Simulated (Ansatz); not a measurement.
This run works on a generated trial structure, not on a known crystal.

Input and command of a plane-wave DFT calculation in Ansatz:

```yaml
crystal:
  lattice:
    - [2.8269889401, 0.0, 0.0]
    - [-1.4134944701, 2.4482442384, 0.0]
    - [0.0, 0.0, 24.256500608]
  atoms:
    - { symbol: Ti, position: [0.3333333333, 0.6666666667, 0.9514371353] }
    - { symbol: Ti, position: [0.3333333333, 0.6666666667, 0.3509833331] }
    - { symbol: Ti, position: [0.3333333333, 0.6666666667, 0.5515136974] }
    - { symbol: Ti, position: [0.6666666667, 0.3333333333, 0.0485628647] }
    - { symbol: Ti, position: [0.6666666667, 0.3333333333, 0.4484863026] }
    - { symbol: Ti, position: [0.6666666667, 0.3333333333, 0.6490166669] }
    - { symbol: W, position: [0.3333333333, 0.6666666667, 0.7498893188] }
    - { symbol: W, position: [0.3333333333, 0.6666666667, 0.1499908611] }
    - { symbol: W, position: [0.6666666667, 0.3333333333, 0.8500091389] }
    - { symbol: W, position: [0.6666666667, 0.3333333333, 0.2501106812] }
basis:
  ecutwfc: 420
kpoints:
  mp_grid: { grid: [18, 18, 2] }
hamiltonian:
  xc: pbe
scf:
  occupations: { method: gaussian, width: 0.1 }
output:
  forces: true
  stress: true
  eigenvalues: true
relax:
  adjacent_minimum: "off"
  f_tol: 0.01
  max_steps: 80
  cell: { stress_tol: 0.05 }
```

```bash
ansatz run input.yaml --threads 4 --pin off --max-ram 8192MiB --backend cpu --events-out ev --progress --plain --runs-dir out
```

Processor: Arm Neoverse V2, 4 threads, on a host shared with other jobs.

Q: How long does it run, and how much memory does it take?

A: About 100 s, peak memory 1.1 GiB. It solves 77 bands at 74 k points (after reduction by symmetry) with about 3309 plane waves (on the last cell), in 53 SCF iterations over 7 ionic steps.
